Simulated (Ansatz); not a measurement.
Sheets of one type (M2XT2 MXene (fcc sites)-type), plane-wave PAW r²SCAN+D4 (Ansatz code); HSE06 gaps on those cells.

```tsv
layer	a (Å)	thickness (Å)
Ta2CH2O2	(withheld)	(withheld)
Mo2CH2O2	2.929	7.41
Ti2CH2O2	3.047	6.74
Hf2CH2O2	3.263	7.03
W2CH2O2	2.878	7.62
```

**Question.** Complete the blanks.

**Answer.** 
- Ta2CH2O2, a (Å): 3.183
- Ta2CH2O2, thickness (Å): 6.86

All cells were relaxed under the symmetry of their starts (and spin orders); stability against distortions was not tested throughout. Rows with no word on spin ran without spin polarisation. No Hubbard U is applied. Spin–orbit coupling is left out wherever it is not named. Constructed layers (a layer type filled with these elements): Ta2CH2O2, M2XT2 MXene (fcc sites)-type layer; Mo2CH2O2, M2XT2 MXene (fcc sites)-type layer; Ti2CH2O2, M2XT2 MXene (fcc sites)-type layer; Hf2CH2O2, M2XT2 MXene (fcc sites)-type layer; W2CH2O2, M2XT2 MXene (fcc sites)-type layer.

Potentials: the later of the program's two PAW sets.
